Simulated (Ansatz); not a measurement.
Given:

TaS₂:
```
TaS2
1.0
    3.28270     0.00000     0.00000
   -1.64135     2.84290     0.00000
    0.00000     0.00000    22.79578
Ta S
4 8
Cartesian
  0.00000   0.00000   0.00000
  0.00000   0.00000   5.69895
  0.00000   0.00000  11.39789
  0.00000   0.00000  17.09684
  0.00000   1.89527   1.53906
  1.64135   0.94763  21.25672
  1.64135   0.94763   7.24274
  1.64135   0.94763   4.15516
  1.64135   0.94763  12.93696
  0.00000   1.89527   9.85883
  0.00000   1.89527  18.64063
  0.00000   1.89527  15.55305
```

This is the LDA-relaxed structure.

Problem. All from DFT-LDA in the program Ansatz with PAW potentials, unless another level is named. Predict the electronic character.

Solution. metallic (no gap).

Problem. What about the density of states at the Fermi level?

Solution. 0.50 states/eV per atom (mean over ±0.08 eV).

Problem. Next, the formation energy from the elements (no fitted shifts)?

Solution. -1157 meV/atom.

Space group P6_3/mmc. The start of the workflow was typed in or built on a structure type; the Crystallography Open Database files this formula in space group No. 194, but the cells were not matched. It is not the phase usual at ambient conditions (space group No. 164). The cell was relaxed with LDA under the symmetry of its start; its stability against distortions is not shown here. The run is not spin-polarised. A crystal of weakly bound layers computed without a dispersion correction: the cell and the soft elastic constants depend strongly on that. The references are the lowest solids computed at this level, not always the standard phases. Scalar-relativistic: spin–orbit coupling is off unless named, which matters more the heavier the elements.

Potentials: the earlier of the program's two PAW sets.
